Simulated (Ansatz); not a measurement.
C:
```cif
data_C12
_chemical_formula_sum 'C12'
_space_group_name_H-M_alt 'Im-3m'
_space_group_IT_number 229
_space_group_name_Hall '-I 4 2 3'
_cell_length_a 4.36794
_cell_length_b 4.36794
_cell_length_c 4.36794
_cell_angle_alpha 90.000
_cell_angle_beta 90.000
_cell_angle_gamma 90.000
loop_
_atom_site_label
_atom_site_type_symbol
_atom_site_symmetry_multiplicity
_atom_site_Wyckoff_symbol
_atom_site_fract_x
_atom_site_fract_y
_atom_site_fract_z
_atom_site_occupancy
C1 C 12 d 0.00000 0.25000 0.50000 1
```
(The calculation used a cell of 6 atoms; values per cell refer to that cell.)

Relaxed with r²SCAN. Independent-particle spectrum: no excitons, no local fields, no scissors shift; 0.1 eV broadening; ε₁ of the summed bands alone.

### Question
Tabulate the dielectric function from DFT-r²SCAN in the program Ansatz with PAW potentials.

### Answer


| E (eV) | ε₁ xx | ε₂ xx |
|---|---|---|
| 0.0 | 4.79 | 0.00 |
| 0.4 | 4.80 | 0.00 |
| 0.8 | 4.81 | 0.00 |
| 1.2 | 4.84 | 0.00 |
| 1.6 | 4.88 | 0.00 |
| 2.0 | 4.94 | 0.00 |
| 2.4 | 5.01 | 0.00 |
| 2.8 | 5.11 | 0.00 |
| 3.2 | 5.24 | 0.00 |
| 3.6 | 5.38 | 0.11 |
| 4.0 | 5.46 | 0.14 |
| 4.4 | 5.59 | 0.15 |
| 4.8 | 5.78 | 0.17 |
| 5.2 | 6.01 | 0.19 |
| 5.6 | 6.29 | 0.23 |
| 6.0 | 6.65 | 0.26 |
| 6.4 | 7.13 | 0.31 |
| 6.8 | 7.87 | 0.37 |
| 7.2 | 9.59 | 1.20 |
| 7.6 | 9.52 | 2.15 |
| 8.0 | 10.91 | 4.32 |
| 8.4 | 11.37 | 6.32 |
| 8.8 | 7.97 | 10.39 |
| 9.2 | 4.12 | 8.77 |
| 9.6 | 3.48 | 6.89 |
| 10.0 | 3.77 | 5.99 |
| 10.4 | 5.59 | 6.24 |
| 10.8 | 4.94 | 8.51 |
| 11.2 | 2.66 | 11.92 |
| 11.6 | -0.29 | 9.47 |
| 12.0 | -1.29 | 7.24 |

### Question
From ε at 4.3 eV (xx: 5.55 + 0.15i), find n, k, the normal reflectivity and the absorption coefficient.

### Answer
n = 2.36, k = 0.032, R = 16 %, α = 2kE/ħc = 14000 cm⁻¹.

With all bands, ε∞ without local fields is 4.93.

The start of the workflow was typed in or built on a structure type; neither database checked (COD, Materials Project) lists it. It is not the phase usual at ambient conditions (space group No. 194, 227). Symmetry was held in the r²SCAN relaxation; whether a distortion lowers the energy is not shown.

Potentials: the later of the program's two PAW sets.
